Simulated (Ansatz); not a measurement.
Each is relaxed and computed with DFT-r²SCAN in the program Ansatz with PAW potentials. Which is the only metal?
(A) Ca3SbP, anti-perovskite
(B) EuSbAu, P6_3/mmc (Eu on 2a, Sb on 2c, Au on 2d)
(C) WS2, P6_3/mmc (W on 2c, S on 4f)
(D) CrAuS2, R-3m (Au on 3a, Cr on 3b, S on 6c)

B, EuSbAu, P6_3/mmc (Eu on 2a, Sb on 2c, Au on 2d). EuSbAu: metal; WS2: gap 1.37 eV (indirect); CrAuS2: gap 1.11 eV (indirect); Ca3SbP: gap 1.04 eV (direct). The 4f shell is in the valence, and the state reached may lie above the lowest one. Spin orders computed, not proven ground states: EuSbAu, P6_3/mmc (Eu on 2a, Sb on 2c, Au on 2d) ferromagnetic; CrAuS2, R-3m (Au on 3a, Cr on 3b, S on 6c) ferromagnetic. Standing as an ambient phase not checked: EuSbAu, P6_3/mmc (Eu on 2a, Sb on 2c, Au on 2d); CrAuS2, R-3m (Au on 3a, Cr on 3b, S on 6c); Ca3SbP, anti-perovskite. Weakly bound layers, chains or molecules computed without a dispersion correction, so cells and soft constants are ill determined: WS2, P6_3/mmc (W on 2c, S on 4f). All cells were relaxed under the symmetry of their starts (and spin orders); stability against distortions was not tested throughout. Rows with no word on spin ran without spin polarisation. No Hubbard U is applied. Scalar-relativistic: spin–orbit coupling is off unless named, which matters more the heavier the elements.

Potentials: the later of the program's two PAW sets.
